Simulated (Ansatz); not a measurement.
Task: Each is relaxed and computed with r²SCAN (plane waves, PAW; program Ansatz). Which is the only metal?
A) Ti3IrC2, P6_3/mmc (Ti on 4f, Ti on 2a, Ir on 2b, C on 4f)
B) YB3C3, Pm-3n (Y on 2a, B on 6d, C on 6c)
C) TiO2, P3_121 (Ti on 3a, O on 6c)
D) LiF, P6_3/mmc (Li on 2d, F on 2c)

Result: A, Ti3IrC2, P6_3/mmc (Ti on 4f, Ti on 2a, Ir on 2b, C on 4f). Ti3IrC2: metal; TiO2: gap 4.06 eV (direct); YB3C3: gap 0.36 eV (indirect); LiF: gap 8.54 eV (direct). Typed or built starts, not in the databases checked: Ti3IrC2, P6_3/mmc (Ti on 4f, Ti on 2a, Ir on 2b, C on 4f); YB3C3, Pm-3n (Y on 2a, B on 6d, C on 6c); LiF, P6_3/mmc (Li on 2d, F on 2c). Not the usual ambient phase: TiO2, P3_121 (Ti on 3a, O on 6c); LiF, P6_3/mmc (Li on 2d, F on 2c). Unstable at this level: TiO2, P3_121 (Ti on 3a, O on 6c). All cells were relaxed under the symmetry of their starts (and spin orders); stability against distortions was not tested throughout. Rows with no word on spin ran without spin polarisation. Scalar-relativistic: spin–orbit coupling is off unless named, which matters more the heavier the elements.

Potentials: the earlier of the program's two PAW sets.
